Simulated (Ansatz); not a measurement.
**InGa₂O: relaxation step by step**

Recipe of this trial structure of InGa₂O: random cell by space group and Wyckoff sites (R-3m, No. 166). The dimensions are guesses.

```cif
data_structure
_symmetry_space_group_name_H-M 'P 1'
_symmetry_Int_Tables_number 1
_cell_length_a 4.5241
_cell_length_b 4.5241
_cell_length_c 4.5241
_cell_angle_alpha 62.410
_cell_angle_beta 62.410
_cell_angle_gamma 62.410
_cell_volume 69.00
loop_
_atom_site_label
_atom_site_type_symbol
_atom_site_fract_x
_atom_site_fract_y
_atom_site_fract_z
_atom_site_occupancy
In1 In 0.50000 0.50000 0.50000 1
Ga1 Ga 0.82091 0.82091 0.82091 1
Ga2 Ga 0.17909 0.17909 0.17909 1
O1 O 0.00000 0.00000 0.00000 1
```

Theory: DFT PBE, scalar-relativistic, plane waves, PAW in Ansatz. Cutoff 420 eV, Gaussian smearing, Γ-centred meshes. Cell and atoms relax first on a coarse mesh and then on a finer one. In between, the cell is made exact in the group found at 0.06 Å. In metals the finer mesh still leaves noise of several meV/atom or more. The steps can't lower the symmetry of their start. No spin polarisation in the relaxation; trial moments died out in a coarse test.

Steps on the 6×6×6 mesh (4 atoms, 10 steps). The free energy counts from the last step; the plane-wave basis is renewed at times, which shifts energy and pressure.

```tsv
step	ΔF (meV/atom)	V (Å³/atom)	P (GPa)	largest force component (eV/Å)
1	225.7	17.25	9.76	0.878
2	86.8	19.16	2.63	0.900
3	47.6	20.50	4.42	1.422
4	23.5	20.82	0.30	0.191
5	22.5	21.38	-0.34	0.005
6	22.1	21.21	0.00	0.003
7	3.9	21.21	1.09	0.008
8	1.3	21.88	0.34	0.005
9	1.4	22.23	0.02	0.007
10	0.0	22.23	0.02	0.007
```

Steps on the 12×12×12 mesh (4 atoms, 16 steps). The free energy counts from the last step; some steps are skipped; the plane-wave basis is renewed at times, which shifts energy and pressure.

```
step  ΔF (meV/atom)  V (Å³/atom)  P (GPa)  largest force component (eV/Å)
   1           23.1        22.23     0.12                           0.007
   2           22.8        22.37     0.07                           0.015
   3           22.4        22.49     0.06                           0.021
   4           17.8        23.19     0.17                           0.033
   6           10.2        23.92     0.34                           0.123
   7           10.0        24.20     0.07                           0.063
   8            9.8        24.12    -0.02                           0.007
   9            9.8        24.11     0.00                           0.001
  10            3.4        24.11     0.39                           0.008
  11            1.4        24.65     0.08                           0.011
  13            0.9        24.97    -0.01                           0.003
  14            0.0        24.97     0.05                           0.000
  15            0.1        25.06     0.01                           0.001
  16            0.0        25.06     0.01                           0.002
```

The relaxed structure, after a last relaxation on the converged mesh:

```xyz
4
Lattice="2.5643 1.4805 4.4007 -2.5643 1.4805 4.4007 0.0000 -2.9610 4.4007" Properties=species:S:1:pos:R:3 pbc="T T T"
In    0.0000    0.0000    6.6011
Ga    0.0000    0.0000   11.3718
Ga    0.0000    0.0000    1.8304
O     0.0000    0.0000    0.0000
```

The symmetry stays R-3m (No. 166). The volume per atom grows by 45.3 %, from 17.2 to 25.1 Å³. The shortest distance goes from 1.95 Å (Ga–O) to 1.83 Å (Ga–O). The ratio c/a of the conventional cell changes by a factor of 1.11. The energy falls by about 0.25 eV/atom (the start's value is from the coarse mesh). Around In lie 6 Ga at 2.98 Å and 6 O at 3.69 Å; Ga is surrounded by 1 O at 1.83 Å, 3 In at 2.98 Å and 3 Ga at 3.05 Å; O has 2 Ga at 1.83 Å and 6 In at 3.69 Å.

For InGa₂O, the volume per atom is 25.06 Å³ and the density is 4.48 g/cm³. The formation energy is −0.36 eV/atom and the gap on the 12×12×12 mesh of the 4-atom cell is 0 eV (a metal).

The zero of energy is the elements' standard structures at the same level (O₂ as a molecule); no fitted shifts are applied.

The last run used Gaussian smearing of 0.10 eV. An odd number of electrons in the primitive cell allows no gap without spin; a larger cell or a magnetic state could open one. A structure relaxed within its symmetry needn't be a true minimum. In all, the 4 runs took 9.9 min on 1 thread of Intel(R) Xeon(R) Processor @ 2.70GHz, with other jobs on the host. Another cell of InGa2O relaxed alike, in P-4m2, lies 189 meV/atom lower, so this cell isn't the stable form at this level.
